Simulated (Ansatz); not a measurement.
The start is a relaxed Pd cell, doubled along one cell vector, shaken by Gaussian noise of σ = 0.08 Å a coordinate. The structure is fully relaxed (lattice and positions, P = 0) with PBEsol (plane waves to 420 eV, PAW, scalar-relativistic; Ansatz, an electronic-structure program). First-step values are on the input's coarse k-mesh.

Ansatz input (later rounds restart from its end on a renewed k-mesh):
Ansatz 0.2 input:
```yaml
crystal:
  lattice:
    - [-2.4605271187, 2.4605271187, 1.3216040042]
    - [4.9210542374, -4.9210542374, 2.6432080084]
    - [2.4605271187, 2.4605271187, -1.3216040042]
  atoms:
    - { symbol: Pd, position: [0.7593191496, 0.1240613313, 0.4785523497] }
    - { symbol: Pd, position: [0.825753264, 0.662075447, 0.5359460547] }
    - { symbol: Pd, position: [-0.0144957538, -0.0198641442, 0.0224932266] }
    - { symbol: Pd, position: [-0.0620786946, 0.4503238098, -0.0575261473] }
basis: { ecutwfc: 420, ecutrho_ratio: 4, xc_grid: 2, fft_grid_basis: typed }
kpoints: { mp_grid: { grid: [14, 7, 9] } }
hamiltonian:
  xc: pbesol
  dispersion: none
  pseudopotentials: { kind: paw }
scf: { occupations: { method: fermi_dirac, width: 0.05 } }
relax: { f_tol: 0.01, max_steps: 100, cell: { stress_tol: 0.02 } }
output: { forces: true, stress: true }
```

Q: Which atoms feel the largest initial force, and how large is it?

A: 2.34 eV/Å, on Pd4 (atoms numbered as listed).

Q: How much energy is released per atom?

A: 0.52 eV/atom.

Q: How does the volume change?

A: -9.0 %, from 16.00 to 14.55 Å³/atom.

Q: Does it find its way back to the structure it was made from?

A: It does not go back: it reaches Fm-3m (No. 225), fcc (Cu type), 0.40 eV/atom below the parent.

Q: Is the relaxed structure metallic? Give its gap.

A: No gap (metallic).

Q: Write out the relaxed structure.

A: 
Space group Fm-3m (No. 225); a = b = c = 3.8757 Å, α = β = γ = 90.00°

| atom | site | symmetry | x | y | z |
|---|---|---|---|---|---|
| Pd | 4a | m-3m | 0.0000 | 0.0000 | 0.0000 |
(The calculation used a cell of 1 atom; values per cell refer to that cell.)

Final values are on a 21×21×21 k-mesh of the relaxed cell. No spin polarisation in the result.

Of the parent cell (I4₁/amd (No. 141)): it is a generated cell of Pd: the first start was made by placing the elements on the sites of a structure type, and the end was not matched to a known phase here, so it may be hypothetical. Known forms of Pd include space group No. 225.
